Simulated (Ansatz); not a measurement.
With the program Ansatz at the r²SCAN level (PAW), LuAlN2 in the orthorhombic phase (Pna2_1; Lu on 4a, Al on 4a, N on 4a, N on 4a) relaxes to a = 5.869 Å, b = 6.903 Å, c = 5.177 Å. Al has 4 nearest neighbours from 1.88 Å (tetrahedral). Its formation energy from the elements is -161 kJ/mol of atoms, with no fitted shifts.

It is gapped at this level: 3.28 eV (indirect). Electrons at the band edge weigh 0.55, 1.1, 1.3 mₑ (principal values). The hole mass is 0.89, 1.8, 2.2 mₑ (principal values).

An equation-of-state fit gives a bulk modulus of 161 GPa. Bader charges are Lu +1.95, Al +2.47, N -2.22 to -2.20 e.

The start of the workflow was typed in or built on a structure type; neither database checked (COD, Materials Project) lists it. Whether it is the stable phase at ambient conditions was not checked. Symmetry was held in the r²SCAN relaxation; whether a distortion lowers the energy is not shown. The references are the lowest solids computed at this level, not always the standard phases (solids in place of the gases). Spin–orbit coupling is left out wherever it is not named.

Potentials: the earlier of the program's two PAW sets. The files were generated under PBE; for other functionals the program regenerates the frozen cores, and for LDA and PBEsol the local potential too.
